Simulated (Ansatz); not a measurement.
ZnSe:
```
ZnSe
1.0
    6.50903     0.00000     0.00000
    0.00000     4.12368     0.00000
    0.00000     0.00000     6.92512
Zn Se
4 4
Direct
  0.14070   0.25000   0.38915
  0.35930   0.75000   0.88915
  0.85930   0.75000   0.61085
  0.64070   0.25000   0.11085
  0.75889   0.25000   0.44137
  0.74111   0.75000   0.94137
  0.24111   0.75000   0.55863
  0.25889   0.25000   0.05863
```

Relaxed with r²SCAN+D4. Special points in fractions of this cell's reciprocal vectors: Γ (0.000, 0.000, 0.000); X (0.500, 0.000, 0.000); S (0.500, 0.500, 0.000); Y (0.000, 0.500, 0.000); Z (0.000, 0.000, 0.500); U (0.500, 0.000, 0.500); R (0.500, 0.500, 0.500); T (0.000, 0.500, 0.500).

**Question.** List the band energies nearest the valence-band maximum at these points for DFT-r²SCAN+D4 in the program Ansatz with PAW potentials.

**Answer.** In eV from the valence-band maximum; about four levels below and three above (degenerate sets whole), none deeper than 8.9 eV; points with the same levels are listed once.

```tsv
k	below	above
Γ	-0.91 -0.28 -0.18 0.00	2.01 2.12 2.83
X	-0.60 -0.60 -0.54 -0.54	2.53 2.53 3.51 3.51
S	-1.19 -1.19 -1.19 -1.19	4.61 4.61 4.61 4.61
Y	-1.74 -1.74 -1.32 -1.32	4.23 4.23 5.38 5.38
Z	-0.73 -0.73 -0.51 -0.51	3.23 3.23 3.90 3.90
U	-1.10 -1.10 -0.99 -0.99	3.40 3.40 4.32 4.32
R	-1.25 -1.25 -1.25 -1.25	3.19 3.19 3.19 3.19
T	-1.24 -1.24 -1.13 -1.13	3.04 3.04 4.01 4.01
```

Space group Pnma. The start of the workflow was typed in or built on a structure type; neither database checked (COD, Materials Project) lists it. It is not the phase usual at ambient conditions (space group No. 216). Symmetry was held in the r²SCAN+D4 relaxation; whether a distortion lowers the energy is not shown. Spin–orbit coupling is left out wherever it is not named.

Potentials: the earlier of the program's two PAW sets.
